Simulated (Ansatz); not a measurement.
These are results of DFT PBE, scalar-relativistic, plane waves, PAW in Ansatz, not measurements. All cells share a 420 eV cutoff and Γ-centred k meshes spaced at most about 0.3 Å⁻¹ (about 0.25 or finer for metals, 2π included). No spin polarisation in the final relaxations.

All energies are static (0 K, no zero-point motion).

Two forms of BaTa3O2 were relaxed alike.

A.

```xyz
6
Lattice="6.8785 0.0000 0.0000 -3.4393 5.9570 0.0000 0.0000 0.0000 3.0002" Properties=species:S:1:pos:R:3 pbc="T T T"
Ba    0.0000    0.0000    1.5001
Ta    3.4393    0.0000    0.0000
Ta   -1.7196    2.9785    0.0000
Ta    1.7196    2.9785    0.0000
O     0.0000    3.9713    0.0000
O     3.4393    1.9857    0.0000
```

B.

```xyz
6
Lattice="2.9182 -6.5284 0.0000 2.9182 6.5284 0.0000 0.0000 0.0000 2.8868" Properties=species:S:1:pos:R:3 pbc="T T T"
Ba    2.9182    0.0000    0.0000
Ta    2.9182    4.0148    0.0000
Ta    2.9182   -4.0148    0.0000
Ta    0.0000    0.0000    1.4434
O     1.4591    3.2642    1.4434
O     1.4591   -3.2642    1.4434
```

Question: Which would you expect to be lower, and how large is the difference?

Answer: B is lower, by 110 meV/atom. A has space group P6/mmm (No. 191), 20.5 Å³/atom and no gap on its mesh; B has space group Cmmm (No. 65), 18.3 Å³/atom and no gap. Counting O atoms around Ba and Ta (those within 1.25 times the shortest such distance or 1.15 times the sum of covalent radii, 1.27 where that leaves under three; the shortest distance is added where it exceeds 1.18 times the sum of covalent radii; a slash parts the counts of unlike sites), A has Ba 12 from 4.2 Å, Ta 2 and B has Ba 8 from 3.9 Å, Ta 4/4 from 3.6 Å. The denser one is the lower, and pressure would at first widen the difference. In A, Ba has 2 Ba at 3.00 Å and 12 Ta at 3.75 Å; around Ta lie 2 O at 1.99 Å, 2 Ta at 3.00 Å, 4 Ta at 3.44 Å, 4 O at 3.60 Å and 4 Ba at 3.75 Å; O has 3 Ta at 1.99 Å. In B, Ba is surrounded by 2 Ba at 2.89 Å, 4 Ta at 3.26 Å, 6 Ta at 3.85–4.01 Å and 8 O at 3.86 Å; Ta on a site of symmetry m2m has 4 O at 2.19 Å, 4 Ta at 2.89–2.90 Å, 2 Ta at 3.28 Å and 3 Ba at 3.85–4.01 Å; O is surrounded by 4 Ta at 2.19 Å, 4 O at 2.89–2.92 Å and 2 Ta at 3.58 Å; 1 more site not described. Both come from invented guesses.

Spin–orbit coupling, which can matter for Ta, is left out. In P6/mmm, Cmmm an odd number of electrons in the primitive cell allows no gap without spin; a larger cell or a magnetic state could open one. Cells relaxed within their symmetry can be saddle points.
